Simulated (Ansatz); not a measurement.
Cu Kα1 powder pattern (kinematic, no thermal factors).
```tsv
2θ (°)	relative intensity	assignment
17.75	11	2 0 0
25.20	24	2 2 0
29.64	6	3 1 1
30.99	90	2 2 2
35.94	100	4 0 0
39.29	11	3 3 1
40.35	3	4 2 0
44.40	8	4 2 2
47.25	6	3 3 3
51.74	67	4 4 0
55.13	2	6 0 0
58.39	6	6 2 0
61.54	33	6 2 2
64.60	21	4 4 4
66.84	4	7 1 1
67.58	1	6 4 0
70.50	6	6 4 2
72.66	7	7 3 1
76.20	10	8 0 0
78.29	5	7 3 3
81.75	2	8 2 2
83.82	1	5 5 5
84.50	12	6 6 2
87.24	26	8 4 0
89.28	2	9 1 1
```

The pattern is computed from a structure relaxed with DFT PBE, scalar-relativistic, plane waves, PAW in Ansatz 0.2.0. No spin polarisation. Its elements are Ge, S, Y.

Problem. Give the structure.

Solution. Y₃Ge₆S.
Space group Fm-3m (No. 225). a = 9.987 Å, b = 9.987 Å, c = 9.987 Å, α = 90.00°, β = 90.00°, γ = 90.00°
```
atom  site  symmetry       x       y       z
   Y    4b      m-3m  0.5000  0.0000  0.0000
   Y    8c      -43m  0.2500  0.7500  0.7500
  Ge   24e      4m.m  0.2323  0.0000  0.0000
   S    4a      m-3m  0.0000  0.0000  0.0000
```

A pattern alone doesn't exclude other cells with like lines; this is the one computed.

It was reached by relaxing an invented guess, and it needn't be the stable form of this composition.
